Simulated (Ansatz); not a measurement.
## Ag (P6_3/mmc), two-dimensional strain map

Computed with Ansatz 0.2.0, DFT r2SCAN, scalar-relativistic, plane waves, PAW. The runs took a 500 eV cutoff, a Γ-centred 18×18×6 mesh and Gaussian smearing (0.15 eV). No spin polarisation. Energies are free energies at this smearing, counted from the undisturbed cell; pressure is positive in compression.

The undisturbed cell (relaxed at this level; with this scan's settings it stands at 0.1 GPa; this form isn't the usual structure):

```xyz
4
Lattice="2.9052 0.0000 0.0000 -1.4526 2.5160 0.0000 0.0000 0.0000 9.4670" Properties=species:S:1:pos:R:3 pbc="T T T"
Ag    0.0000    1.6773    2.3667
Ag    1.4526    0.8387    7.1002
Ag    0.0000    0.0000    0.0000
Ag    0.0000    0.0000    4.7335
```

The cell is strained by p along both x and y and by q along z, fractional coordinates fixed. Points are written (p, q).

p was sampled at -0.030, -0.015, 0.000, 0.015, 0.030 and q at -0.030, -0.015, 0.000, 0.015, 0.030.

Q: Where on the computed points is the energy highest, and how high?

A: At (-0.030, -0.030): 52.4 meV/atom.

Q: Away from (0, 0), which computed point is lowest?

A: (0.000, 0.015): 1.5 meV/atom.

The map, in meV/atom:

```
 p \ q  -0.030  -0.015  0.000  0.015  0.030
-0.030    52.4    36.4   25.9   20.3   19.0
-0.015    23.7    12.3    6.0    4.1    6.1
 0.000     9.6     2.5    0.0    1.5    6.6
 0.015     7.7     4.4    5.5   10.2   18.1
 0.030    15.9    16.2   20.5   28.0   38.5
```

Cost: 25 runs of about 9.3 core-minutes in all, on Oxide Virtual Turin-like Processor (Zen 5) (shared hosts).